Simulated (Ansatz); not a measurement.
BAs (CsCl type, space group No. 221), plane-wave PAW PBE (Ansatz code), all energies at zero smearing, with the estimated change up to a 700 eV cutoff added, with one set of potentials and settings (totals compare only within such a set). Cell of 2 atoms (1 B, 1 As): -5009.020 eV.

```csv
element,reference phase,E (eV/atom)
B,"R-3m, 12 atoms in the cell",-155.9161
As,"R-3m, 2 atoms in the cell",-4856.1377
```

Formation energy per atom, worked out: (-5009.020 − 1×(-155.9161) − 1×(-4856.1377))/2 = 1.517 eV/atom (146 kJ per mol of atoms), at 0 K, without zero-point energy or fitted corrections.

Space group Pm-3m (CsCl type). The start of the workflow was typed in or built on a structure type; neither database checked (COD, Materials Project) lists it. It is not the phase usual at ambient conditions (space group No. 216). The PBE relaxation kept the symmetry of its start; its stability against distortions is not shown here. The volume moved by 31 % from the start of the relaxation. Its formation energy is positive at this level, so the cell may be metastable or incomplete. The references are the lowest solids computed at this level, not always the standard phases.

Potentials: the later of the program's two PAW sets.
